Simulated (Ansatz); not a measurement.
**Data sheet: WC (DFT)**

WC:
```
CELL_PARAMETERS angstrom
      0.00000     2.17264     2.17264
      2.17264     0.00000     2.17264
      2.17264     2.17264     0.00000
ATOMIC_POSITIONS crystal
  W  0.00000 0.00000 0.00000
  C  0.50000 0.50000 0.50000
```

Space group Fm-3m (No. 225), rock salt; conventional cell a = 4.345 Å, b = 4.345 Å, c = 4.345 Å, α = 90.00°, β = 90.00°, γ = 90.00°.

Method: PBEsol (plane waves, PAW; program Ansatz). Geometry: relaxed at this level of theory. Other levels are named where they apply.

Cell and energy:

```
Property                                                     Result
-----------------------------------------------------  ------------
Volume per atom                                            10.26 Å³
Density                                                 15.86 g/cm³
Formation energy from the elements (no fitted shifts)  0.21 eV/atom
```

Electronic structure:

```
Quantity                                                                     Value
------------------------------------  --------------------------------------------
Electronic character                                             metallic (no gap)
Density of states at the Fermi level  0.54 states/eV per atom (mean over ±0.08 eV)
Gap with spin–orbit coupling                                       none (metallic)
```

Mechanics:

```
Item                                                                          Result
--------------------------------------------  --------------------------------------
Bulk modulus (Birch–Murnaghan fit)                                           390 GPa
Pressure derivative B′                                                           4.3
Elastic constants (relaxed ions, GPa)                C11 = 807, C12 = 181, C44 = 123
Mechanical stability                          stable (all eigenvalues of C positive)
Hill bulk and shear moduli                                           390 and 181 GPa
Young's modulus                                                              470 GPa
Poisson's ratio                                                                 0.30
Debye temperature from the elastic constants                                   517 K
```

Phonons:

```
Quantity                                        Value
-----------------------------  ----------------------
Highest zone-centre frequency               416 cm^-1
Zone-centre stability          no imaginary mode at Γ
```

The workflow started from a Materials Project entry (that database holds measured and hypothetical structures alike); the Crystallography Open Database copy checked does not list it. It is not the phase usual at ambient conditions (space group No. 187). Symmetry was held in the PBEsol relaxation. No spin polarisation was allowed. Its formation energy is positive at this level, so the cell may be metastable or incomplete. As this level gives no gap, shear constants depend on the k-mesh and smearing (Fermi–Dirac, 0.1 eV here). As this level gives no gap, phonon frequencies hold no LO–TO term and depend on the k-mesh and smearing (Fermi–Dirac, 0.1 eV here). The references are the lowest solids computed at this level, not always the standard phases. Scalar-relativistic: spin–orbit coupling is off unless named, which matters more the heavier the elements.

Potentials: the later of the program's two PAW sets.
